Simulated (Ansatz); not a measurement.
LiF:
```
LiF
1.0
    0.00000     2.15588     2.15588
    2.15588     0.00000     2.15588
    2.15588     2.15588     0.00000
F Li
1 1
Direct
  0.25000   0.25000   0.25000
  0.00000   0.00000   0.00000
```

Relaxed with PBEsol. Independent-particle spectrum: no excitons, no local fields, no scissors shift; 0.1 eV broadening; ε₁ of the summed bands alone.

Problem. Tabulate the dielectric function from PBEsol (plane waves, PAW; program Ansatz).

Solution. 

| E (eV) | ε₁ xx | ε₂ xx |
|---|---|---|
| 0.0 | 1.81 | 0.00 |
| 0.3 | 1.81 | 0.00 |
| 0.6 | 1.81 | 0.00 |
| 0.9 | 1.81 | 0.00 |
| 1.2 | 1.82 | 0.00 |
| 1.5 | 1.82 | 0.00 |
| 1.8 | 1.83 | 0.00 |
| 2.1 | 1.83 | 0.00 |
| 2.4 | 1.84 | 0.00 |
| 2.7 | 1.85 | 0.00 |
| 3.0 | 1.86 | 0.00 |
| 3.3 | 1.87 | 0.00 |
| 3.6 | 1.88 | 0.00 |
| 3.9 | 1.89 | 0.00 |
| 4.2 | 1.91 | 0.00 |
| 4.5 | 1.93 | 0.00 |
| 4.8 | 1.95 | 0.00 |
| 5.1 | 1.97 | 0.00 |
| 5.4 | 2.00 | 0.00 |
| 5.7 | 2.03 | 0.00 |
| 6.0 | 2.06 | 0.00 |
| 6.3 | 2.11 | 0.00 |
| 6.6 | 2.16 | 0.00 |
| 6.9 | 2.23 | 0.00 |
| 7.2 | 2.32 | 0.00 |
| 7.5 | 2.48 | 0.00 |
| 7.8 | 2.72 | 0.27 |
| 8.1 | 2.65 | 0.49 |
| 8.4 | 2.58 | 0.62 |
| 8.7 | 2.53 | 0.72 |
| 9.0 | 2.48 | 0.80 |
| 9.3 | 2.44 | 0.87 |
| 9.6 | 2.42 | 0.93 |
| 9.9 | 2.40 | 1.00 |
| 10.2 | 2.40 | 1.09 |
| 10.5 | 2.42 | 1.20 |
| 10.8 | 2.47 | 1.37 |
| 11.1 | 2.52 | 1.85 |
| 11.4 | 1.83 | 2.07 |
| 11.7 | 1.59 | 1.99 |
| 12.0 | 1.23 | 2.06 |

Problem. From ε at 8.6 eV (xx: 2.55 + 0.69i), find n, k, the normal reflectivity and the absorption coefficient.

Solution. n = 1.61, k = 0.214, R = 6 %, α = 2kE/ħc = 190000 cm⁻¹.

With all bands, ε∞ without local fields is 1.94. DFPT, with local fields, gives 1.90.

Space group F-43m (zinc blende). The start of the workflow was typed in or built on a structure type; neither database checked (COD, Materials Project) lists it. It is not the phase usual at ambient conditions (space group No. 225). The cell was relaxed with PBEsol under the symmetry of its start; phonons on a q-mesh show no instability.

Potentials: the later of the program's two PAW sets.
